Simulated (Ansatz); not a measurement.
Sb (A7 type, space group R-3m)

```xyz
2
Lattice="2.1342 1.2322 3.5726 -2.1342 1.2322 3.5726 0.0000 -2.4644 3.5726" Properties=species:S:1:pos:R:3 pbc="T T T"
Sb     0.0000     0.0000     2.5605
Sb     0.0000     0.0000     8.1572
```

In this cell atom 2 (Sb, nearest neighbour Sb at 2.910 Å; its periodic images, 4.3 Å or more away, move with it) is moved by u·(1.000, 0.000, 0.000) + v·(0.000, 0.000, 1.000); the rest is frozen.

Method: PBEsol-D3(BJ) (plane waves to 420 eV, PAW, scalar-relativistic; Ansatz, a quantum-chemistry and plane-wave program). k mesh 11×11×11 (Γ-centred), Fermi-Dirac smearing 0.05 eV. Energies are smeared free energies. Points where atoms come too close for the PAW data are left out (x in tables, blank in figures). With partly filled bands, energies and forces of such displacements shift with the k mesh and the smearing. Sb was relaxed with its symmetry unable to fall. Spin-orbit coupling is left out, though Sb is heavy. ΔE is measured from the undisplaced structure. Axes are in Å.

**Question.** Estimate the ΔE (meV/cell) for all points of the grid u = -0.960, -0.640, -0.320, 0.000, 0.320, 0.640, 0.960 by v = -0.960, -0.640, -0.320, 0.000, 0.320, 0.640, 0.960.

**Answer.** ΔE (meV/cell), with u across and v down:

```tsv
v \ u	-0.960	-0.640	-0.320	0.000	0.320	0.640	0.960
-0.960	x	2867	1151	657	1151	2867	x
-0.640	3179	1237	297	63	297	1237	3179
-0.320	1911	578	46	26	46	578	1911
0.000	2313	785	114	0	114	785	2313
0.320	4460	1908	627	271	627	1908	4460
0.640	x	3969	1781	1153	1781	3969	x
0.960	x	x	3194	2284	3194	x	x
```

(For displaced atoms, the force is minus the slope of the energy, and its curvature is a force constant, which sets phonon frequencies.)
